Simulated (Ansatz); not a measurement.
Computed properties of BeS

BeS:
```
BeS
1.0
    3.42332     0.00000     0.00000
   -1.71166     2.96468     0.00000
    0.00000     0.00000     7.74601
Be S
3 3
Direct
  0.00000   0.50000   0.33333
  0.50000   0.50000   0.66667
  0.50000   0.00000   0.00000
  0.00000   0.50000   0.83333
  0.50000   0.50000   0.16667
  0.50000   0.00000   0.50000
```

Space group P6_422 (No. 181); conventional cell a = b = 3.423 Å, c = 7.746 Å, α = β = 90.00°, γ = 120.00°.

Method: plane-wave PAW PBEsol (Ansatz code). The cell and atoms are relaxed at this level. Other levels are named where they apply.

**Cell and energy**

```json
{
  "volume_per_atom": "13.10 Å³",
  "density": "2.60 g/cm³",
  "Formation energy from the elements (no fitted shifts)": "-0.81 eV/atom"
}
```

**Electronic structure**

```json
{
  "band_gap": "2.48 eV (indirect)",
  "valence_band_maximum": "on the Γ–M line, 6 % of the way from Γ",
  "conduction_band_minimum": "on the M–K line, 9 % of the way from M (6 equivalent valleys)",
  "smallest_direct_gap_on_the_standard_path": "3.77 eV",
  "electron_effective_mass": "0.29, 0.40, 0.56 mₑ (principal values)",
  "HSE06 gap on the PBEsol cell": "3.52 eV"
}
```

**Mechanics**

```json
{
  "Bulk modulus (Birch–Murnaghan fit)": "105 GPa",
  "Pressure derivative B′": "3.8",
  "Elastic constants (relaxed ions, GPa)": "C11 = 198, C12 = 58.4, C13 = 55.0, C33 = 214, C44 = 67.5",
  "mechanical_stability": "stable (all eigenvalues of C positive)",
  "hill_bulk_and_shear_moduli": "105 and 70.3 GPa",
  "Young's modulus": "172 GPa",
  "Poisson's ratio": "0.23",
  "debye_temperature_from_the_elastic_constants": "727 K",
  "Piezoelectric stress constants (proper, relaxed ions, C/m²)": "e14 = 0.04, e25 = -0.04"
}
```

**Dielectric response**

```json
{
  "Electronic dielectric constant ε∞ (DFPT)": "6.88 (xx = yy), 7.50 (zz)",
  "Static dielectric constant ε0 (ions relaxed, cell fixed)": "11.1 (xx = yy), 11.4 (zz)",
  "Born charges (a third of the trace)": "Be +1.87, S -1.87 e"
}
```

**Phonons**

```json
{
 "Highest zone-centre frequency (without LO–TO term)": "18.98 THz",
 "zone_centre_stability": "no imaginary mode at Γ",
 "dynamical_stability_on_the_path": "stable (no imaginary branch)",
 "zero_point_energy": "68.1 meV/atom",
 "Vibrational entropy at 300 K": "16.4 J/(K·mol of atoms)"
}
```

The start of the workflow was typed in or built on a structure type; neither database checked (COD, Materials Project) lists it. COD files the formula under space group No. 216. Its standing as an ambient phase is unchecked. The cell was relaxed with PBEsol under the symmetry of its start. Signs of piezoelectric constants follow the polarity of the cell as given. The references are the lowest solids computed at this level, not always the standard phases.

Potentials: the earlier of the program's two PAW sets. The files were generated under PBE; for other functionals the program regenerates the frozen cores, and for LDA and PBEsol the local potential too.
